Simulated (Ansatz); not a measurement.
The calculation used DFT PBE, scalar-relativistic, plane waves, PAW (Ansatz 0.2.0). Cutoff 420 eV, Γ-centred 6×6×4 mesh (12-atom cell), Gaussian smearing of 0.02 eV, no spin polarisation.

Formation energies are uncorrected and count from the elements' standard states at the same level.

Q: Propose a candidate for a trigonal wide-gap insulator that holds Mg and 2 more elements, with a gap near 3.1 eV, a formation energy near −1.33 eV/atom and a density near 2.32 g/cm³, in a cell of 12 atoms.

A: Mg5ZnS6, space group P31m (No. 157). Mg on a site of symmetry m is surrounded by 4 S at 2.45–2.47 Å; around Mg on a site of symmetry 3 lie 4 S at 2.47–2.48 Å; Zn has 4 S at 2.37–2.38 Å; around S on a site of symmetry m lie 1 Zn at 2.38 Å and 3 Mg at 2.47–2.48 Å; 2 more sites not described.

Space group P31m (No. 157). a = 6.960 Å, b = 6.960 Å, c = 6.470 Å, α = 90.00°, β = 90.00°, γ = 120.00°
```
atom  site  symmetry       x       y       z
  Mg    3c       ..m  0.0000  0.6698  0.0024
  Mg    2b       3..  0.3333  0.6667  0.5029
  Zn    1a       3.m  0.0000  0.0000  0.5042
   S    3c       ..m  0.0000  0.6769  0.3847
   S    2b       3..  0.3333  0.6667  0.8843
   S    1a       3.m  0.0000  0.0000  0.8701
```

| Property | Result |
| --- | --- |
| Volume per atom | 22.62 Å³ |
| Density | 2.32 g/cm³ |
| Formation energy | −1.331 eV/atom |
| Gap on the 6×6×4 mesh of the 12-atom cell | 3.14 eV |

It was reached by relaxing an invented guess, and it needn't be the stable form of this composition. Other answers may fit too; this one was computed.

Kohn–Sham gaps at this level usually fall short of measured ones. The reference form of S is held partly by dispersion forces, which this level lacks. A later test with randomly moved atoms came back to the same energy, though modes that don't fit the test's cell weren't probed.
